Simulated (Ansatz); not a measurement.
Theory: DFT PBE, scalar-relativistic, plane waves, PAW, and for the lanthanide a 4f-in-core norm-conserving potential, in Ansatz 0.2.0. Plane waves to 660 eV, a 12×12×4 mesh through Γ for the 6-atom cell and 0.10 eV Gaussian smearing; no spin polarisation.

The zero of energy is the elements' standard structures at the same level; no fitted shifts are applied.

**Question.** Suggest a trial structure for a trigonal metal with formula Nd2As3W, with a formation energy near −0.77 eV/atom and about 23 Å³ per atom, in a cell of 6 atoms. Its symmetry should be P-3m1 (No. 164).

**Answer.** Nd2As3W, space group P-3m1 (No. 164). Around Nd lie 6 As at 2.96–2.97 Å and 3 W at 3.80 Å; around As on a site of symmetry -3m lie 6 Nd at 2.97 Å; As on a site of symmetry 3m is surrounded by 3 W at 2.65 Å, 3 Nd at 2.96 Å and 3 As at 3.35 Å; W has 6 As at 2.65 Å and 6 Nd at 3.80 Å.

Space group P-3m1 (No. 164). a = 4.092 Å, b = 4.092 Å, c = 9.569 Å, α = 90.00°, β = 90.00°, γ = 120.00°
```json
{"atom": "Nd", "site": "2d", "symmetry": "3m.", "x": "0.3333", "y": "0.6667", "z": "0.6886"}
{"atom": "As", "site": "1b", "symmetry": "-3m.", "x": "0.0000", "y": "0.0000", "z": "0.5000"}
{"atom": "As", "site": "2d", "symmetry": "3m.", "x": "0.3333", "y": "0.6667", "z": "0.1244"}
{"atom": "W", "site": "1a", "symmetry": "-3m.", "x": "0.0000", "y": "0.0000", "z": "0.0000"}
```

* Volume per atom: 23.13 Å³
* Density: 8.34 g/cm³
* Formation energy: −0.77 eV/atom
* Gap on the 12×12×4 mesh of the 6-atom cell: 0 eV (a metal)

The structure comes from a generated guess, relaxed at this level; another structure or a mixture of phases may lie lower. The answer needn't be unique; the calculation gave this one.

These runs have no spin–orbit coupling, which can matter for W. The reference form of As is held partly by dispersion forces, which this level lacks. A structure relaxed within its symmetry needn't be a true minimum.

The lanthanide is trivalent by construction, without f bands, f moments or other valences. The reference runs of the other elements, and any phases without the lanthanide, used 420 eV, which shifts energies against them by under 10 meV/atom. The lanthanide's reference is the lowest of its hcp, dhcp and fcc cells.
